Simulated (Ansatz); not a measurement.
Values for one crystal, relaxed and computed with plane-wave PAW PBE (Ansatz code); other levels are named.

Volume per atom: 29.71 Å³
Electronic character: no gap, with almost no states at the Fermi level (zero-gap or semimetallic)
Formation energy from the elements (no fitted shifts): -0.21 eV/atom
Density of states at the Fermi level: 0.00 states/eV per atom (mean over ±0.08 eV)

Question: Which compound is it?
A) Zn3GaNO3, P3m1 (Pearson symbol hP8)
B) InMo2C, P6_3/mmc (In on 2d, Mo on 4f, C on 2a)
C) GaMo2N, P6_3/mmc (Ga on 2d, Mo on 4f, N on 2a)
D) In3GaSbAs3, Pmm2 (Pearson symbol oP8)

Answer: D, In3GaSbAs3, Pmm2 (Pearson symbol oP8)

The start of the workflow was typed in or built on a structure type; neither database checked (COD, Materials Project) lists it. Whether it is the stable phase at ambient conditions was not checked. The cell was relaxed with PBE under the symmetry of its start; its stability against distortions is not shown here. The references are the lowest solids computed at this level, not always the standard phases. Scalar-relativistic: spin–orbit coupling is off unless named, which matters more the heavier the elements.

Potentials: the earlier of the program's two PAW sets.
